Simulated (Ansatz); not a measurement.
One crystal and one scan (energy over volume and axial ratio) at two levels, PBE (plane waves to 420 eV, PAW, scalar-relativistic; Ansatz, a quantum-chemistry and plane-wave program) and PBEsol (plane waves to 420 eV, PAW, scalar-relativistic; Ansatz), each from its own relaxed cell and on its own mesh. The cell shown is that of PBE.

EuO (rock salt)

```xyz
2
Lattice="0.0000 2.5308 2.5308 2.5308 0.0000 2.5308 2.5308 2.5308 0.0000" Properties=species:S:1:pos:R:3 pbc="T T T"
O      0.0000     0.0000     0.0000
Eu     2.5308     2.5308     2.5308
```

Grid over V/V₀ and (c/a)/(c/a)₀, subscript 0 meaning the relaxed cell; the conventional c axis lies along z; no internal relaxation.

Energies are smeared free energies. EuO is run spin-polarised and with no Hubbard U. EuO was relaxed with its symmetry unable to fall. Relaxed EuO ends ferromagnetic. Other magnetic orders were not checked, so this need not be the ground state. The filling of the f shell was not checked against other fillings, so treat energies with care. (PBE) Relaxed EuO ends ferromagnetic. (PBEsol) Relaxed EuO ends ferromagnetic. With partly filled bands, the response to shear is sensitive to the k mesh, so small differences along c/a are uncertain. Percentages come from the unrounded values. Both scans cover V/V₀ from 0.920 to 1.080 and (c/a)/(c/a)₀ from 0.960 to 1.040.

| quantity | PBE | PBEsol | PBE − PBEsol |
|---|---|---|---|
| Lattice constant a (Å) | 5.062 | 4.966 | +0.096 (+1.9 %) |
| Magnetic moment of the relaxed cell (μB/cell) | 6.95 | 6.89 | +0.06 (+0.9 %) |
| Shear modulus C′ = (C11 − C12)/2 (fit, atoms clamped) (GPa) | 76 | 95 | -19 (-21 %) |

PBE gives the higher value for: lattice constant a. PBE gives the lower value for: shear modulus C′. They agree on: magnetic moment of the relaxed cell (within 1.5 %). Neither level is exact: the differences show how much the result hangs on the functional.

(Under strain, the slope of the energy per volume gives the stress and its curvature an elastic modulus.)
